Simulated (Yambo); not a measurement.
Yambo run on KSc₂F₇ (space group Cmmm, No. 65). The wavefunctions are LDA (pw.x of Quantum ESPRESSO, ONCV potentials, without SOC) ones on a 2×2×4 mesh (40 occupied bands); a = b = 6.2243 Å, c = 4.0483 Å, α = β = 90.00°, γ = 116.57°.

Yambo input:

```
rim_cut
gw0
dyson
el_el_corr
HF_and_locXC
ppa
em1d
RandQpts= 1000000
RandGvec= 1 Ry
EXXRLvcs= 84 Ry
VXCRLvcs= 336 Ry
Chimod= "HARTREE"
% BndsRnXp
 3 | 103 |
%
NGsBlkXp= 3 Ry
% LongDrXp
 1.0 | 1.0 | 1.0 |
%
PPAPntXp= 27.2114 eV
% GbndRnge
 1 | 103 |
%
GTermKind= "none"
DysSolver= "n"
ExtendOut
% QPkrange
 1 | 1 | 40 | 40 |
 7 | 7 | 40 | 41 |
%
```

k points by index: 1 = Γ, 7 = (-0.5, -0.5, 0).

Resulting energies as the program prints them:

```
#    K-point    Band    Eo [eV]    E [eV]    E-Eo [eV]    Vxc [eV]    Vnlxc [eV]    Sc|Eo [eV]    Sc|E [eV]    dSc/dw|Eo [eV]    Re(Z)    Im(Z)
#
    1    40    0.000000    -2.378752    -2.378752    -22.98258    -30.56255    4.666537    5.201213    -6.115883    0.816488    -0.001331
    7    40    -0.026263    -2.471694    -2.445432    -22.75054    -30.49531    4.741320    5.299337    -6.208781    0.814218    -0.001461
    7    41    5.796584    9.395190    3.598606    -17.62419    -9.343172    -3.981959    -4.682414    -5.296329    0.837073    -0.001251
```
(The two width columns are left out.) Convergence of these settings isn't established.

Geometry of the Materials Project entry, not relaxed at this level.

The structure is a Materials Project entry; no match was found in the copy of COD used, and its stability was not checked.
